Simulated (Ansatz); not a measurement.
Starting cell, Na (bcc, W type):

```
Na
1.0
   -4.22197     4.22197     4.22197
    2.11099    -2.11099     2.11099
    2.11099     2.11099    -2.11099
Na
2
Direct
  0.00000   0.00000   0.00000
  0.50000   0.00000   0.00000
```

The atoms are displaced by Q × the pattern below (from a DFPT mode at N = (0.5, 0.0, 0.0), largest move 1; Q in Å), at fixed cell. (q is in reciprocal vectors of the primitive cell; the cell shown is doubled to hold the pattern.)

```csv
atom,x,y,z
Na1,1.000,0.000,0.000
Na2,-1.000,0.000,0.000
```

Method: r2SCAN (plane waves to 500 eV, PAW, scalar-relativistic; Ansatz, a program for electronic structure). k mesh 8×16×16 (Γ-centred), Fermi-Dirac smearing 0.05 eV. Energies are smeared free energies. With partly filled bands, energies and forces of such displacements shift with the k mesh and the smearing. Na was relaxed with its symmetry unable to fall. The zero of ΔE is the undisplaced structure. The last digit holds for this mesh only.

```csv
Q (Å),ΔE (meV/cell)
-0.1000,6.61
-0.0833,4.60
-0.0667,withheld
-0.0500,1.66
-0.0333,0.74
-0.0167,0.18
0.0000,0.00
0.0167,0.18
0.0333,0.74
0.0500,1.66
0.0667,withheld
0.0833,4.60
0.1000,6.61
```

### Question
Fit an even polynomial form (powers 2, 4) to the given rows and predict ΔE at Q = 0.0667.

### Answer
Least squares on the 11 given rows: ΔE = (666.2)·Q² + (-513.7)·Q⁴, in meV/cell with Q in Å; root-mean-square residual 0.003 meV/cell. At 0.0667 the fit gives 2.95 meV/cell; the calculation gives 2.95 meV/cell, the same to the digits shown. The quadratic term alone would give 2.96 meV/cell.

(A displaced cell: forces are minus the slopes of the energy, force constants its curvatures, and phonons follow from these.)
